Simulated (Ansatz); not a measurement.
Theory: DFT PBE, scalar-relativistic, plane waves, PAW in Ansatz. All cells share a 420 eV cutoff and Γ-centred k meshes spaced at most about 0.3 Å⁻¹ (about 0.25 or finer for metals, 2π included). No spin polarisation in the final relaxations.

These are static total energies at zero pressure.

Two relaxed structures of InAs3:

A.

```xyz
4
Lattice="-2.8071 2.8071 2.8071 2.8071 -2.8071 2.8071 2.8071 2.8071 -2.8071" Properties=species:S:1:pos:R:3 pbc="T T T"
In    0.0000    0.0000    0.0000
As    2.8071    0.0000    0.0000
As    0.0000    2.8071    0.0000
As    0.0000    0.0000    2.8071
```

B.

```xyz
4
Lattice="4.4458 0.0000 0.0000 0.0000 4.4458 0.0000 0.0000 0.0000 4.3030" Properties=species:S:1:pos:R:3 pbc="T T T"
In    0.0000    0.0000    0.0000
As    2.2229    2.2229    0.0000
As    0.0000    2.2229    2.1515
As    2.2229    0.0000    2.1515
```

**Question.** Which form is favoured at zero pressure, and by what margin per atom?

**Answer.** A is lower, by 289 meV/atom. A has space group Im-3m (No. 229), 22.1 Å³/atom and no gap on its mesh; B has In and As ordered on fcc sites, space group P4/mmm (No. 123), 21.3 Å³/atom and no gap. Counting As atoms around In (those within 1.25 times the shortest such distance or 1.15 times the sum of covalent radii; the shortest distance is added where it is long for a bond), A has In 6 and B has In 12 from 3.1 Å. The lower one is the more open, so pressure narrows the difference. Even the lower one lies +0.07 eV/atom against the reference forms of the elements (uncorrected), so neither is stable at this level. Both come from invented guesses.

Cells relaxed within their symmetry can be saddle points.
